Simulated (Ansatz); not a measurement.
## GdO in the CsCl-type structure

Computed with Ansatz (plane waves, PAW, 420 eV cutoff): PBE+U (U_eff = 5 eV on Gd 4f), scalar-relativistic, collinear spin, Γ-centred 10×10×10 mesh, 0.05 eV Gaussian smearing; PAW files: Ansatz's generated set soft_2.

```cif
data_structure
_symmetry_space_group_name_H-M 'Pm-3m'
_symmetry_Int_Tables_number 221
_cell_length_a 3.0325
_cell_length_b 3.0325
_cell_length_c 3.0325
_cell_angle_alpha 90.000
_cell_angle_beta 90.000
_cell_angle_gamma 90.000
_cell_volume 27.89
loop_
_atom_site_label
_atom_site_type_symbol
_atom_site_symmetry_multiplicity
_atom_site_Wyckoff_symbol
_atom_site_fract_x
_atom_site_fract_y
_atom_site_fract_z
_atom_site_occupancy
Gd1 Gd 1 a 0.00000 0.00000 0.00000 1
O1 O 1 b 0.50000 0.50000 0.50000 1
```

The start was a prototype's sites filled with these elements. The Crystallography Open Database lists the compound in space group F-43m, so this is a trial structure.

Magnetic state: ferromagnetic, site spin moments Gd 7.18 μB.

The pressure at this geometry is -0.3 GPa.

Problem. Which orbitals carry the states at the Fermi level, and how many states are there?

Solution. Within 0.1 eV of it: Gd 5d 88 % (shares among the projected shells). The density of states at the Fermi level is about 0.63 states/eV per cell, averaged over 0.3 eV.

Density of states (tetrahedra, averaged over 0.3 eV; states/eV per cell of 2 atoms; energy in eV from the Fermi level; projections on Löwdin-orthogonalised atomic orbitals, summed over sites):

| E | total | Gd 4f down | O 2p | Gd 5d up | Gd 5d down | Gd 6s |
| --- | --- | --- | --- | --- | --- | --- |
| -7.60 | 0.0 | 0.0 | 0.0 | 0.0 | 0.0 | 0.0 |
| -7.30 | 0.3 | 0.0 | 0.2 | 0.1 | 0.0 | 0.0 |
| -7.00 | 0.8 | 0.0 | 0.5 | 0.1 | 0.1 | 0.0 |
| -6.70 | 1.3 | 0.0 | 0.9 | 0.2 | 0.1 | 0.1 |
| -6.40 | 2.5 | 0.0 | 1.8 | 0.3 | 0.2 | 0.1 |
| -6.10 | 2.5 | 0.0 | 1.9 | 0.2 | 0.2 | 0.1 |
| -5.80 | 1.7 | 0.0 | 1.3 | 0.1 | 0.1 | 0.1 |
| -5.50 | 2.0 | 0.0 | 1.6 | 0.1 | 0.1 | 0.0 |
| -5.20 | 2.1 | 0.0 | 1.8 | 0.1 | 0.1 | 0.0 |
| -4.90 | 2.4 | 0.0 | 2.0 | 0.1 | 0.1 | 0.0 |
| -4.60 | 3.6 | 0.0 | 3.2 | 0.2 | 0.1 | 0.0 |
| -4.30 | 0.5 | 0.0 | 0.5 | 0.0 | 0.0 | 0.0 |
| -4.00 | 0.0 | 0.0 | 0.0 | 0.0 | 0.0 | 0.0 |
| -3.70 | 0.0 | 0.0 | 0.0 | 0.0 | 0.0 | 0.0 |
| -3.40 | 0.0 | 0.0 | 0.0 | 0.0 | 0.0 | 0.0 |
| -3.10 | 0.0 | 0.0 | 0.0 | 0.0 | 0.0 | 0.0 |
| -2.80 | 0.0 | 0.0 | 0.0 | 0.0 | 0.0 | 0.0 |
| -2.50 | 0.1 | 0.0 | 0.0 | 0.1 | 0.0 | 0.0 |
| -2.20 | 0.1 | 0.0 | 0.0 | 0.1 | 0.0 | 0.0 |
| -1.90 | 0.2 | 0.0 | 0.0 | 0.2 | 0.0 | 0.0 |
| -1.60 | 0.3 | 0.0 | 0.0 | 0.3 | 0.0 | 0.0 |
| -1.30 | 0.4 | 0.0 | 0.0 | 0.3 | 0.0 | 0.0 |
| -1.00 | 0.7 | 0.0 | 0.0 | 0.5 | 0.1 | 0.0 |
| -0.70 | 0.6 | 0.0 | 0.0 | 0.4 | 0.2 | 0.0 |
| -0.40 | 0.5 | 0.0 | 0.0 | 0.2 | 0.2 | 0.0 |
| -0.10 | 0.6 | 0.0 | 0.0 | 0.2 | 0.3 | 0.0 |
| 0.20 | 0.8 | 0.0 | 0.0 | 0.3 | 0.4 | 0.0 |
| 0.50 | 1.1 | 0.1 | 0.1 | 0.3 | 0.6 | 0.0 |
| 0.80 | 1.0 | 0.1 | 0.0 | 0.3 | 0.4 | 0.0 |
| 1.10 | 1.2 | 0.2 | 0.1 | 0.4 | 0.3 | 0.0 |
| 1.40 | 2.5 | 1.1 | 0.1 | 0.6 | 0.4 | 0.0 |
| 1.70 | 9.0 | 7.7 | 0.1 | 0.5 | 0.4 | 0.1 |
| 2.00 | 11.0 | 10.1 | 0.2 | 0.3 | 0.2 | 0.1 |
| 2.30 | 3.4 | 2.2 | 0.1 | 0.5 | 0.3 | 0.1 |
| 2.60 | 2.2 | 0.5 | 0.1 | 0.8 | 0.5 | 0.1 |
| 2.90 | 2.6 | 0.3 | 0.2 | 1.2 | 0.6 | 0.1 |
| 3.20 | 1.5 | 0.1 | 0.2 | 0.5 | 0.5 | 0.1 |

Spin–orbit coupling, which matters for such heavy elements, is left out. The run wasn't fully tested for a lower electronic state. Site moments are of spin, integrated over atomic spheres. A U of this size is made for insulators; in a metal, as here, it tends to take f weight out of the bonding and to swell the cell.
